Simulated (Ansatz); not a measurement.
# What DFT gives for YB

```yaml
crystal:
  lattice:
    - [3.88916, 0.00000, 0.00000]
    - [1.94458, -4.90891, 0.00000]
    - [0.00000, 0.00000, -3.68213]
  atoms:
    - { symbol: Y, position: [0.13800, 0.72400, 0.75000] }
    - { symbol: Y, position: [0.86200, 0.27600, 0.25000] }
    - { symbol: B, position: [0.41700, 0.16600, 0.75000] }
    - { symbol: B, position: [0.58300, 0.83400, 0.25000] }
```

The numbers come from plane-wave PAW DFT (Ansatz): PBE, no spin polarisation, 420 eV, 9×9×9 Γ-centred k points, fermi-dirac occupations (width 0.1 eV). Nothing was relaxed.

Problem. Is there a gap?

Solution. It is a metal, with about 2.4 states/eV a cell as the mean within 0.25 eV of the Fermi level, mostly Y d (62 %) and B p (32 %).

Problem. Is it stable against the elements?

Solution. 0.01 eV an atom against the elements' usual phases (free molecules for gases, crystals otherwise, with no correction for O₂ or N₂), too near zero to call. Relaxing would lower it.

Problem. How is the charge shared?

Solution. Bader charges in e: Y +1.52, B -1.52. In the mean Y gives up most and B takes most.

Problem. What do density and ELF say about some of the short contacts?

Solution. B–B at 2.46 Å: least valence density 0.29 e/Å³ and ELF 0.70 there. Y–B at 2.73 Å: least valence density 0.22 e/Å³ and ELF 0.20 there. These are pseudo-fields; inside the PAW spheres they differ from the all-electron ones.

Origin: a known structure type with other elements, at an estimated volume, so it need not be a known compound. Caveats: many states at the Fermi level without spin polarisation, so a magnetic state may lie lower; atoms or cell far from equilibrium.
